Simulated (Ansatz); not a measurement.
## Mo4C3: start and end of a relaxation

The guess for Mo4C3 was made by a generator: random cell by space group and Wyckoff sites (P-62m, No. 189). The dimensions are guesses.

start.cif

```cif
data_structure
_symmetry_space_group_name_H-M 'P-62m'
_symmetry_Int_Tables_number 189
_cell_length_a 4.4796
_cell_length_b 4.4796
_cell_length_c 6.5031
_cell_angle_alpha 90.000
_cell_angle_beta 90.000
_cell_angle_gamma 120.000
_cell_volume 113.01
loop_
_atom_site_label
_atom_site_type_symbol
_atom_site_symmetry_multiplicity
_atom_site_Wyckoff_symbol
_atom_site_fract_x
_atom_site_fract_y
_atom_site_fract_z
_atom_site_occupancy
Mo1 Mo 2 c 0.33333 0.66667 0.00000 1
Mo2 Mo 2 e 0.00000 0.00000 0.23505 1
C1 C 3 g 0.39982 0.00000 0.50000 1
```

Computed with DFT PBE, scalar-relativistic, plane waves, PAW (Ansatz 0.2.0). Cutoff 420 eV, Gaussian smearing, Γ-centred meshes. Cell and atoms relax first on a coarse mesh and then on a finer one. In between, the cell is made exact in the group found at 0.06 Å. In metals the finer mesh still leaves noise of several meV/atom or more. The steps can't lower the symmetry of their start. No spin polarisation in the relaxation; trial moments died out in a coarse test.

end.cif

```cif
data_structure
_symmetry_space_group_name_H-M 'P-62m'
_symmetry_Int_Tables_number 189
_cell_length_a 4.5388
_cell_length_b 4.5388
_cell_length_c 4.7033
_cell_angle_alpha 90.000
_cell_angle_beta 90.000
_cell_angle_gamma 120.000
_cell_volume 83.91
loop_
_atom_site_label
_atom_site_type_symbol
_atom_site_symmetry_multiplicity
_atom_site_Wyckoff_symbol
_atom_site_fract_x
_atom_site_fract_y
_atom_site_fract_z
_atom_site_occupancy
Mo1 Mo 2 c 0.33333 0.66667 0.00000 1
Mo2 Mo 2 e 0.00000 0.00000 0.25588 1
C1 C 3 g 0.42281 0.00000 0.50000 1
```

The symmetry stays P-62m (No. 189). The volume per atom shrinks by 25.8 %, from 16.1 to 12.0 Å³. The shortest distance goes from 2.37 Å (C–C) to 2.24 Å (Mo–C). The ratio c/a of the conventional cell changes by a factor of 0.71. The energy falls by about 0.83 eV/atom (the start's value is from the coarse mesh).

* Volume per atom: 11.99 Å³
* Density: 8.31 g/cm³
* Formation energy: +1.61 eV/atom
* Gap on the 12×12×8 mesh of the 7-atom cell: 0 eV (a metal)

The zero of energy is the elements' standard structures at the same level; no fitted shifts are applied. The separate elements lie lower, so it is unstable against them.

The last run used Gaussian smearing of 0.10 eV. The reference form of C is held partly by dispersion forces, which this level lacks. Symmetry constrained the relaxation, so the result can be a saddle point. In all, the 3 runs took 2.1 min on 1 thread of Intel(R) Xeon(R) 6975P-C (Granite Rapids), on a shared host. Another cell of Mo4C3 relaxed alike, in I4/mmm, lies 1.60 eV/atom lower, so this cell isn't the stable form at this level.
